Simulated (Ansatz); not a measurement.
Relaxation of a generated cell, TiC placed in the AFLOW prototype AB_oP8_62_c_c (B16, as in GeS); 8 atoms in the cell, which starts as Pnma (No. 62), oP8; a = 8.347 Å, b = 2.916 Å, c = 3.437 Å, α = β = γ = 90.00°. These are PBE (plane waves to 420 eV, PAW, scalar-relativistic; Ansatz, a quantum-chemistry and plane-wave program) values and carry that method's errors. Γ-centred k-mesh 3×8×7 on the run's cell (coarser than for final values), Fermi–Dirac smearing 0.05 eV. This is the first round of the run. 

The optimiser's lines from the output (shortened; P is positive under compression):

```
relax step   1: F+E_penalty+E_count = -11004.19600765 eV  Δ(F+E_penalty+E_count) = +0.000e0 eV  max|allowed force component| = 2.191e0 eV/Å  Δτ_max = 0.0000 Å  P = +2.998 GPa  Ω = 83.644 Å³  (7 SCF iters, dr2 threshold 1.00e-7 eV, accepted)
relax step   2: F+E_penalty+E_count = -11006.58246399 eV  Δ(F+E_penalty+E_count) = -2.386e0 eV  max|allowed force component| = 1.943e0 eV/Å  Δτ_max = 0.0938 Å  P = -0.984 GPa  Ω = 83.906 Å³  (6 SCF iters, dr2 threshold 8.00e-7 eV, accepted)
relax step   3: F+E_penalty+E_count = -11008.03478001 eV  Δ(F+E_penalty+E_count) = -1.452e0 eV  max|allowed force component| = 1.487e0 eV/Å  Δτ_max = 0.1157 Å  P = +1.644 GPa  Ω = 81.459 Å³  (7 SCF iters, dr2 threshold 8.00e-7 eV, accepted)
relax step   4: F+E_penalty+E_count = -11008.97429004 eV  Δ(F+E_penalty+E_count) = -9.395e-1 eV  max|allowed force component| = 5.314e-1 eV/Å  Δτ_max = 0.2000 Å  P = +0.248 GPa  Ω = 81.303 Å³  (7 SCF iters, dr2 threshold 8.00e-7 eV, accepted)
relax step   5: F+E_penalty+E_count = -11009.08757515 eV  Δ(F+E_penalty+E_count) = -1.133e-1 eV  max|allowed force component| = 2.353e-2 eV/Å  Δτ_max = 0.0901 Å  P = +0.000 GPa  Ω = 81.321 Å³  (6 SCF iters, dr2 threshold 8.00e-7 eV, accepted)
relax step   6: F+E_penalty+E_count = -11009.08778970 eV  Δ(F+E_penalty+E_count) = -2.145e-4 eV  max|allowed force component| = 1.046e-3 eV/Å  Δτ_max = 0.0033 Å  P = -0.000 GPa  Ω = 81.321 Å³  (6 SCF iters, dr2 threshold 1.60e-7 eV, accepted)
relax step   7: F+E_penalty+E_count = -11009.08779071 eV  Δ(F+E_penalty+E_count) = -1.010e-6 eV  max|allowed force component| = 4.281e-5 eV/Å  Δτ_max = 0.0000 Å  P = -0.000 GPa  Ω = 81.321 Å³  (6 SCF iters, dr2 threshold 1.32e-9 eV, accepted)
relax step   8: F+E_penalty+E_count = -11009.09338784 eV  Δ(F+E_penalty+E_count) = -5.597e-3 eV  max|allowed force component| = 4.020e-5 eV/Å  Δτ_max = 0.0000 Å  P = +0.103 GPa  Ω = 81.321 Å³  stress off target by 2.87e-1 GPa  SCF on the basis re-selected at this cell (its energy is not comparable with the rows above)  (6 SCF iters)
relax step   9: F+E_penalty+E_count = -11009.09338847 eV  Δ(F+E_penalty+E_count) = -6.353e-7 eV  max|allowed force component| = 1.336e-4 eV/Å  Δτ_max = 0.0000 Å  P = -0.038 GPa  Ω = 81.366 Å³  (6 SCF iters, dr2 threshold 2.06e-7 eV, accepted)
relax step  10: F+E_penalty+E_count = -11009.09341073 eV  Δ(F+E_penalty+E_count) = -2.226e-5 eV  max|allowed force component| = 4.254e-5 eV/Å  Δτ_max = 0.0000 Å  P = +0.000 GPa  Ω = 81.354 Å³  (6 SCF iters, dr2 threshold 4.86e-9 eV, accepted)
relax step  11: F+E_penalty+E_count = -11009.09345145 eV  Δ(F+E_penalty+E_count) = -4.072e-5 eV  max|allowed force component| = 4.250e-5 eV/Å  Δτ_max = 0.0000 Å  P = +0.001 GPa  Ω = 81.354 Å³  stress off target by 3.15e-3 GPa  SCF on the basis re-selected at this cell (its energy is not comparable with the rows above)  (8 SCF iters)
```

From the first to the last row the energy changes by -0.61 eV/atom and the volume by -2.7 %. The last row is marked as not comparable with the walk above it, whose basis was carried along; it does compare with step 1, since both stand on a basis selected at the nominal cutoff for their own cell.

Later rounds, restarted from the end of this one on a renewed k-mesh, logged 2 more steps and released under 0.01 eV/atom more. The final structure after all rounds: Fm-3m (No. 225), cF8, rock salt type; a = b = c = 4.3330 Å, α = β = γ = 90.00°. Between re-selections the logged energies stand on a plane-wave basis carried along with the cell. No spin polarisation in the result.

The run could not lose the symmetry of its start.
